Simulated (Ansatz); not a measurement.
The cell is the one relaxed in the Materials Project (mp-1064000), not relaxed further here; entries there can be hypothetical.

Cs$_{3}$Pt: DFT, PBE, all-electron PAW with datasets made for the crystal, scalar-relativistic (Ansatz 0.2.0).

Command: `ansatz run input.yaml --threads 1 --pin off --max-ram 4096MiB --backend cpu --events-out ev --progress --plain --runs-dir out` The run took 56 s on 1 thread of Intel(R) Xeon(R) 6975P-C (Granite Rapids), with other jobs on the host.

```yaml
crystal:
  lattice:
    - [5.777653, 0.0, 0.0]
    - [0.0, 5.777653, 0.0]
    - [0.0, 0.0, 5.777653]
  atoms:
    - { symbol: Cs, position: [0.0, 0.0, 0.5] }
    - { symbol: Cs, position: [0.0, 0.5, 0.0] }
    - { symbol: Cs, position: [0.5, 0.0, 0.0] }
    - { symbol: Pt, position: [0.5, 0.5, 0.5] }
kpoints:
  mp_grid: { grid: [6, 6, 6] }
  band_path:
    path:
      - [0.0, 0.0, 0.0]
      - [0.0, 0.5, 0.0]
      - [0.5, 0.5, 0.0]
      - [0.0, 0.0, 0.0]
      - [0.5, 0.5, 0.5]
      - [0.0, 0.5, 0.0]
      - [0.5, 0.5, 0.5]
      - [0.5, 0.5, 0.0]
    npoints: 8
scf:
  occupations: { method: fermi_dirac, width: 0.08 }
hamiltonian:
  xc: pbe
  pseudopotentials: { kind: all_electron, datasets: crystal }
output:
  forces: true
  stress: true
  eigenvalues: true
  efg: { contact_densities: true }
```

Output:

```
hamiltonian.pseudopotentials.datasets: crystal makes datasets for this crystal and solves the spheres of its atoms anew in each pass: cutoff 240.0 eV, the density's 960.0 eV; for an error of 0.50 meV an atom under PBE, 2.0 meV for the cell; an energy difference from a run of another recipe may be off by several times the error for the cell, under r2SCAN by more, where some 0.1 meV an atom stays at smaller errors; Cs in spheres of 1.376 Å, 9 of its electrons in bands; Pt in spheres of 1.376 Å, 10 of its electrons in bands, 8 on its site; only band paths and densities of states list, in semicore columns, the levels of the semicore shells that are solved separately: 5s of Pt, 5p of Pt
band count auto-derived: 43 (N_el = 37.0; filled up to band 19; 23 by the electrons, moments and atoms)
Cs, Pt: output.efg is read without spin–orbit coupling, which moves field gradients at and beside such atoms by some per cent and up to a factor of two; PAW files take it under magnetization.noncollinear and magnetization.spin_orbit
Engine: ansatz 0.2.0
Pseudopotentials: kind: all_electron
Pseudopotential: Cs, paw, valence charge 9, recommended cutoff 240 eV (normal), Koelling and Harmon's equation, gaussian nucleus
Pseudopotential: Pt, paw, valence charge 18, recommended cutoff 240 eV (normal), Koelling and Harmon's equation, gaussian nucleus
Functional definition: PBE
  parameter kappa = 0.804
  parameter beta = 0.06672455060314922
  exchange = pbe_x(kappa = kappa, mu = beta*pi^2/3)
  correlation = pbe_c(beta = beta)
Crystal: 4 atoms, lattice volume = 192.865 Å³
Basis set: ecut = 240 eV, 1647 PW (Γ), exchange–correlation on 60×60×60 points (8 copies of the dense FFT grid, shifted against one another)
Bands: 43, of which v1, the nominal top of the filled ones, is band 19 counted from 1 (18 counted from 0)
Symmetry: 48 space group operations
Space group: Pm-3m (ITA 221), of the structure as read, at distance tolerance 5.8e-5 Å
k-points: 20 of 216
Non-local potential: Cs, projectors of the file, l = 0: 2, l = 1: 1, l = 2: 2, l = 3: 2
Non-local potential: Pt, projectors of the file, l = 0: 1, l = 1: 1, l = 2: 2
PAW form: soft (Blöchl's): semilocal exchange-correlation on the pseudo side does not see the compensation charge
PAW one-centre angular grid: Cs, 194 points (default); XC on its mesh's 1853 points in the sphere
PAW one-centre angular grid: Pt, 590 points (default); XC on its mesh's 1817 points in the sphere
Initial density: superposition of atomic densities (neutral atoms: chi_scale 0, normalization atom)
Initial wavefunctions: pseudopotential atomic-orbital guess
Functional: x = pbe(κ = 0.804, μ = 0.2195149727645171), c = pbe(β = 0.06672455060314922)
iter 1 solved again at ethr=1.25e-2 eV; its pass at ethr=1.00e-1 eV (dr2=4.61e0 eV) is discarded
SCF iter   1: F=—  HF=-1136614.376547 eV  |F-HF|=—  |Δ(HF+E_count)|=         —  Δρ=2.16e-2  dr2=4.63e0  ethr=1.25e-2  ⟨swp⟩=2.5  Hψ=5466  notcnv=0
preconditioner: auto → Kerker (q_TF=auto, 2.072 Å⁻¹)  [metal: Δε(μ)=0.095 eV  Ē_g=11.817 eV  σ=0.080 eV  W_gap=0.28  n_scr=26 (ndim 8)  ℏωp=14.9 eV  f_vac=0.001  D(μ)=2.80/eV (n_scr^D=18)]
SCF iter   2: F=—  HF=-1136613.555992 eV  |F-HF|=—  |Δ(HF+E_count)|=   8.21e-1  Δρ=1.30e-2  dr2=1.54e0  ethr=1.25e-2  ⟨swp⟩=2.5  Hψ=1731  notcnv=0
SCF iter   3: F=—  HF=-1136613.199173 eV  |F-HF|=—  |Δ(HF+E_count)|=   3.57e-1  Δρ=8.63e-3  dr2=2.62e-1  ethr=4.17e-3  ⟨swp⟩=5.0  Hψ=2580  notcnv=0  defer=2
SCF iter   4: F=—  HF=-1136613.156598 eV  |F-HF|=—  |Δ(HF+E_count)|=   4.26e-2  Δρ=3.98e-3  dr2=8.40e-2  ethr=7.08e-4  ⟨swp⟩=4.5  Hψ=2029  notcnv=0  defer=1
iter 5 solved again at ethr=7.47e-6 eV; its pass at ethr=2.27e-4 eV (dr2=2.76e-3 eV) is discarded
SCF iter   5: F=—  HF=-1136613.153195 eV  |F-HF|=—  |Δ(HF+E_count)|=   3.40e-3  Δρ=1.04e-3  dr2=2.82e-3  ethr=7.47e-6  ⟨swp⟩=2.4  Hψ=3390  notcnv=0  defer=1
SCF iter   6: F=—  HF=-1136613.154333 eV  |F-HF|=—  |Δ(HF+E_count)|=   1.14e-3  Δρ=5.34e-4  dr2=1.06e-3  ethr=7.47e-6  ⟨swp⟩=3.0  Hψ=1275  notcnv=0
SCF iter   7: F=—  HF=-1136613.154614 eV  |F-HF|=—  |Δ(HF+E_count)|=   2.81e-4  Δρ=9.50e-5  dr2=3.78e-5  ethr=2.86e-6  ⟨swp⟩=3.0  Hψ=1284  notcnv=0
SCF iter   8: F=—  HF=-1136613.154641 eV  |F-HF|=—  |Δ(HF+E_count)|=   2.67e-5  Δρ=4.89e-5  dr2=1.06e-5  ethr=1.02e-7  ⟨swp⟩=3.0  Hψ=1337  notcnv=0
SCF iter   9: F=—  HF=-1136613.154644 eV  |F-HF|=—  |Δ(HF+E_count)|=   2.73e-6  Δρ=2.12e-5  dr2=1.40e-6  ethr=2.88e-8  ⟨swp⟩=3.0  Hψ=1324  notcnv=0  defer=1
SCF iter  10: F=—  HF=-1136613.154644 eV  |F-HF|=—  |Δ(HF+E_count)|=   5.42e-8  Δρ=6.34e-6  dr2=1.20e-7  ethr=3.78e-9  ⟨swp⟩=3.0  Hψ=1371  notcnv=0  defer=1
SCF iter  11: F=-1136613.154644 eV  HF=-1136613.154644 eV  |F-HF|=2.79e-9  |Δ(HF+E_count)|=   4.05e-8  Δρ=1.33e-6  dr2=4.58e-9  ethr=3.25e-10  ⟨swp⟩=3.0  Hψ=1447  notcnv=0  defer=1
SCF 1 converged in 11 iterations: F = -1136613.154644 eV  dr2 = 4.58e-9
  Residual-converged pass: ⟨swp⟩=3.6  Hψ=1590  notcnv=0  max |occ|·‖R‖ = 6.5e-6 eV (tolerance 6.7e-6 eV)  dr2=4.86e-9  dr2_onsite=8.79e-10  max |Δocc| = 6.3e-9
  greatest PAW one-centre occupation: 0.922 electrons in one spin orbital (limit 2), on the Cs atom at site 2 (counted from 0), in its partial waves of l = 0
NSCF: frozen V_eff on 57 k-points
SCF converged after 11 iterations
Free energy (F): -1136613.154644 eV
Harris-Foulkes:  -1136613.154644 eV  (|F-HF|=2.79e-9)
Internal energy: -1136613.117209 eV  (E = F + TS)
E sigma→0 (E₀):  -1136613.135926 eV
Entropy (-TS):   -0.037435 eV (-9.359 meV/atom)
Past the cutoff: the bands carry plane waves up to 1.75 times it, of which those up to 1.5 times it add -0.000194 eV an atom, each by itself; the spheres take 0.000280 eV an atom off the energy for waves past 1.75 times it
By the cutoff:   a pressure is off by up to 0.005 GPa (1.2 times the spheres' own share and the shells' term, over an atom's volume, and 0.004 GPa: a bound that held against runs at twice the plane waves)
Past the cutoffs: a stress includes 0.0008 GPa for waves and charges beyond them, in addition to the slope of what the spheres take
In the spheres:  the bands' charges fall short by 8.8e-7 e at most (sound up to 1e-3), those of shells solved beside the bands by 5.5e-7 e (sound up to 5e-4)
Fermi energy:    9.376461 eV
--- Per-component energies (eV) ---
  The terms above E_closure are by the made datasets' own strengths, without shells solved beside the bands.
--- Forces (eV/Å), atoms counted from 1 ---
  atom   1  Cs     0.00000000     0.00000000     0.00000000
  atom   2  Cs     0.00000000     0.00000000     0.00000000
  atom   3  Cs     0.00000000    -0.00000000    -0.00000000
  atom   4  Pt     0.00000000     0.00000000     0.00000000
  max |Σ_I F_I| component: 6.66e-29 eV/Å
--- Stress (GPa, compression-positive) ---
       -0.307840      -0.000000       0.000000
        0.000000      -0.307840       0.000000
        0.000000       0.000000      -0.307840
  P = ⅓ Tr σ = -0.3078 GPa (-3.078 kbar)
  It holds what live shells' own plane waves past their cutoff add
--- PAW observables at the nuclei: V_zz in 10²¹ V/m², potentials from the cell's mean, atoms counted from 1 ---
  atom   1  Cs V_zz =    +8.451856   η = 0.0000   by run symmetry: allowed
            electrostatic potential = -9373.598157 V   contact ρ = 1900331.223668 e/Å³
  atom   2  Cs V_zz =    +8.451856   η = 0.0000   by run symmetry: allowed
            electrostatic potential = -9373.598157 V   contact ρ = 1900331.223666 e/Å³
  atom   3  Cs V_zz =    +8.451856   η = 0.0000   by run symmetry: allowed
            electrostatic potential = -9373.598157 V   contact ρ = 1900331.223668 e/Å³
  atom   4  Pt V_zz =    -0.000000   η = 0.0000   by run symmetry: forbidden
            electrostatic potential = -16111.637690 V   contact ρ = 12077725.879791 e/Å³
--- Band table (eV; the first three rows and the last of 20) ---
  k-point 0: bands = ["-14.3233", "-14.0948", "-14.0948", "-1.6235", "-1.6235", "-1.6235", "-0.8517", "-0.8517", "-0.8517", "-0.5633", "-0.5633", "-0.5633", "6.3546", "7.8793", "7.8793", "8.0144", "8.0144", "8.0144", "8.3050", "10.8977", "10.8977", "10.8977", "11.1093", "11.1093", "12.5100", "12.5100", "12.5100", "13.7659", "14.3800", "14.3800", "14.3800", "15.7155", "15.7155", "16.1088", "16.1088", "16.1088", "16.3172", "17.1433", "17.5903"]
  k-point 1: bands = ["-14.3100", "-14.1085", "-14.0946", "-1.5879", "-1.5879", "-1.5716", "-0.8709", "-0.8709", "-0.8634", "-0.6600", "-0.5922", "-0.5922", "6.5316", "7.9320", "7.9326", "8.0273", "8.0603", "8.0603", "8.5112", "10.6921", "10.9032", "10.9496", "10.9496", "11.2791", "12.2318", "12.3247", "12.3247", "14.0485", "14.3279", "14.7060", "14.7441", "14.7441", "15.5891", "15.5891", "15.6697", "16.1661", "16.4374", "16.8805", "17.3794"]
  k-point 2: bands = ["-14.2757", "-14.1437", "-14.0941", "-1.5020", "-1.5020", "-1.4196", "-0.9324", "-0.9324", "-0.8984", "-0.8866", "-0.6415", "-0.6415", "6.9581", "8.0360", "8.0535", "8.0693", "8.1577", "8.1577", "8.9805", "9.8138", "10.9154", "10.9457", "10.9457", "11.7749", "12.3415", "12.3415", "12.3976", "13.2235", "13.5999", "14.2498", "14.2498", "14.2813", "14.6250", "15.8068", "15.9888", "15.9888", "17.3597", "17.3597", "17.3765"]
  k-point 19: bands = ["-14.1692", "-14.1692", "-14.1692", "-2.1124", "-1.4663", "-1.4663", "-1.4663", "-0.6608", "-0.6608", "-0.4939", "-0.4939", "-0.4939", "6.9250", "7.9683", "7.9683", "7.9683", "8.2241", "8.2241", "10.3226", "10.3226", "10.3226", "11.6031", "11.6031", "11.6031", "12.4616", "12.5665", "12.5665", "12.5665", "13.7555", "13.7555", "13.7555", "14.2267", "15.0781", "15.0781", "16.2707", "16.2707", "16.2707", "16.4238", "16.9886"]
```

Spin polarisation is left out, and whether a magnetic state lies lower isn't shown here.
